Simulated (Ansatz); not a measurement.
BN in space group P6_3mc (No. 186; Pearson symbol hP12), a = 2.4986 Å, b = 2.4986 Å, c = 19.7810 Å, α = 90.00°, β = 90.00°, γ = 120.00°.

Relaxed with r²SCAN+D4.

Problem. Which orbitals make up the states near the band edges in plane-wave PAW r²SCAN+D4 (Ansatz code)?

Solution. Top 1 eV of the valence band: N 2p 90 %, B 2p 9 %. Bottom 1 eV of the conduction band: B 2p 87 %, N 2p 8 %. Projections are on Löwdin-orthogonalised atomic valence shells; empty p or d shells of many metals are not among them.

Problem. Tabulate the density of states.

Solution. States/eV per cell of 12 atoms, in 0.25 eV bins, energy from the valence-band maximum.

```
E (eV)  total  N 2p  B 2p  B 2s
------  -----  ----  ----  ----
-7.85    2.34  1.52  0.36  0.32
-7.60    1.97  1.28  0.30  0.27
-7.35    2.44  1.60  0.32  0.39
-7.10    2.53  1.66  0.35  0.40
-6.85    2.59  1.70  0.40  0.38
-6.60    2.65  1.74  0.44  0.36
-6.35    2.93  1.88  0.60  0.34
-6.10    3.28  2.08  0.76  0.33
-5.85    3.51  2.21  0.86  0.31
-5.60    3.89  2.45  1.02  0.30
-5.35    4.31  2.71  1.19  0.29
-5.10    4.53  2.87  1.29  0.26
-4.85    4.57  2.94  1.31  0.23
-4.60    5.45  3.52  1.61  0.21
-4.35    7.83  5.09  2.44  0.19
-4.10    6.10  4.00  1.88  0.14
-3.85    4.97  3.31  1.46  0.13
-3.60    4.51  3.03  1.31  0.11
-3.35    4.87  3.30  1.42  0.09
-3.10    4.41  3.04  1.25  0.08
-2.85    4.50  3.14  1.26  0.06
-2.60    4.34  3.08  1.17  0.05
-2.35    4.12  2.98  1.07  0.03
-2.10    4.16  3.07  1.04  0.02
-1.85    4.16  3.14  0.98  0.01
-1.60    4.44  3.44  0.97  0.01
-1.35    3.70  2.97  0.70  0.00
-1.10    3.42  2.85  0.54  0.00
-0.85    3.48  3.01  0.45  0.00
-0.60    3.44  3.08  0.33  0.00
-0.35    2.47  2.30  0.15  0.00
-0.10    1.55  1.50  0.03  0.00
0.15     0.00  0.00  0.00  0.00
0.40     0.00  0.00  0.00  0.00
0.65     0.00  0.00  0.00  0.00
0.90     0.00  0.00  0.00  0.00
1.15     0.00  0.00  0.00  0.00
1.40     0.00  0.00  0.00  0.00
1.65     0.00  0.00  0.00  0.00
1.90     0.00  0.00  0.00  0.00
2.15     0.00  0.00  0.00  0.00
2.40     0.00  0.00  0.00  0.00
2.65     0.00  0.00  0.00  0.00
2.90     0.00  0.00  0.00  0.00
3.15     0.00  0.00  0.00  0.00
3.40     0.00  0.00  0.00  0.00
3.65     0.00  0.00  0.00  0.00
3.90     0.00  0.00  0.00  0.00
4.15     0.00  0.00  0.00  0.00
4.40     0.00  0.00  0.00  0.00
4.65     0.01  0.00  0.01  0.00
4.90     0.75  0.07  0.63  0.00
5.15     2.03  0.15  1.78  0.00
5.40     3.18  0.25  2.80  0.00
5.65     3.63  0.36  3.10  0.01
5.90     3.63  0.45  2.86  0.06
6.15     3.39  0.50  2.54  0.06
6.40     2.73  0.45  1.88  0.09
6.65     2.50  0.44  1.62  0.09
6.90     2.37  0.44  1.44  0.10
7.15     2.33  0.45  1.35  0.11
7.40     2.35  0.47  1.29  0.13
7.65     2.48  0.49  1.27  0.15
7.90     2.95  0.57  1.40  0.21
8.15     2.90  0.59  1.36  0.20
8.40     2.08  0.50  1.02  0.11
8.65     1.58  0.42  0.78  0.07
8.90     1.35  0.37  0.65  0.07
9.15     2.08  0.47  0.89  0.17
9.40     1.61  0.37  0.69  0.14
```

The start of the workflow was typed in or built on a structure type. Its sites differ from those of the usual phase in this space group: another stacking or structure type. The r²SCAN+D4 relaxation kept the symmetry of its start; whether a distortion lowers the energy is not shown.

Potentials: the later of the program's two PAW sets.
